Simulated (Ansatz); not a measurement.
**Strain and the gap of KMgF3 (cubic perovskite)**

KMgF3 in the cubic perovskite structure, relaxed with r2SCAN in Ansatz 0.2.0. It is cubic, Pm-3m (No. 221); conventional cell a = 3.980 Å, 12.61 Å³ an atom. K is surrounded by 12 F at 2.81 Å; Mg is surrounded by 6 F at 1.99 Å; F is surrounded by 2 Mg at 1.99 Å and 4 K at 2.81 Å.

The axes x, y and z are those of this cell:
```xyz
5
Lattice="3.9802 0.0000 0.0000 0.0000 3.9802 0.0000 0.0000 0.0000 3.9802" Properties=species:S:1:pos:R:3 pbc="T T T"
K     0.0000    0.0000    0.0000
Mg    1.9901    1.9901    1.9901
F     1.9901    1.9901    0.0000
F     1.9901    0.0000    1.9901
F     0.0000    1.9901    1.9901
```

Unstrained: PBE gives an indirect gap of 7.367 eV, from R to Γ; the least direct gap is 7.688 eV at Γ. With r2SCAN the valence top lies at R and the conduction bottom at Γ, 8.303 eV higher; the smallest vertical gap, at Γ, is 8.617 eV. HSE06 gives an indirect gap of 9.611 eV, from R to Γ; the least direct gap is 9.914 eV at Γ. Meshes: PBE 6×6×6, r2SCAN 6×6×6, HSE06 4×4×4. Strains are changes of length per length, and xy shears are angles. After each strain the atoms were relaxed again with r2SCAN within the symmetry that the strain leaves, so tilts or polar shifts that break it weren't tested; points keep the names that they have in the unstrained zone. The values are computed, spin-unpolarised, and not measurements.

Changes of the least gap in eV (an overlap counts as a negative gap):
```json
{"strain": "uniaxial -0.5 % along z", "volume change (%)": "-0.5", "space group": "P4/mmm", "PBE": "+0.037", "r2SCAN": "+0.038", "HSE06": "+0.039", "energy rise, r2SCAN (meV/atom)": "0.2"}
{"strain": "xy shear, engineering strain (angle) +1.0 %", "volume change (%)": "0.0", "space group": "Cmmm", "PBE": "-0.003", "r2SCAN": "-0.004", "HSE06": "-0.003", "energy rise, r2SCAN (meV/atom)": "0.2"}
{"strain": "isotropic -2.5 % on every length", "volume change (%)": "-7.3", "space group": "Pm-3m", "PBE": "+0.604", "r2SCAN": "+0.629", "HSE06": "+0.640", "energy rise, r2SCAN (meV/atom)": "19.1"}
{"strain": "isotropic -4.0 % on every length", "volume change (%)": "-11.5", "space group": "Pm-3m", "PBE": "+1.003", "r2SCAN": "+1.046", "HSE06": "+1.062", "energy rise, r2SCAN (meV/atom)": "51.5"}
```

Uniaxial -0.5 % along z, other directions held. HSE06: the gap goes from 9.611 to 9.650 eV (+0.039 eV). Stress change with r2SCAN, compression positive: xx +0.22, yy +0.22, zz +0.77 GPa.

Xy shear, engineering strain (angle) +1.0 %. HSE06: the gap goes from 9.611 to 9.608 eV (-0.003 eV). Stress change with r2SCAN, compression positive: xx +0.01, yy +0.01, zz 0.00, xy -0.50 GPa.

Isotropic -2.5 % on every length. HSE06: the gap goes from 9.611 to 10.251 eV (+0.640 eV). Stress change with r2SCAN, compression positive: xx +7.04, yy +7.04, zz +7.04 GPa. For HSE06, dE_g/d ln V = -8.4 eV over this step.

Isotropic -4.0 % on every length. HSE06: the gap goes from 9.611 to 10.673 eV (+1.062 eV). Stress change with r2SCAN, compression positive: xx +12.61, yy +12.61, zz +12.61 GPa. For HSE06, dE_g/d ln V = -8.7 eV over this step.

The meshes of the hybrids are coarse, so their gaps aren't converged to the digits shown.
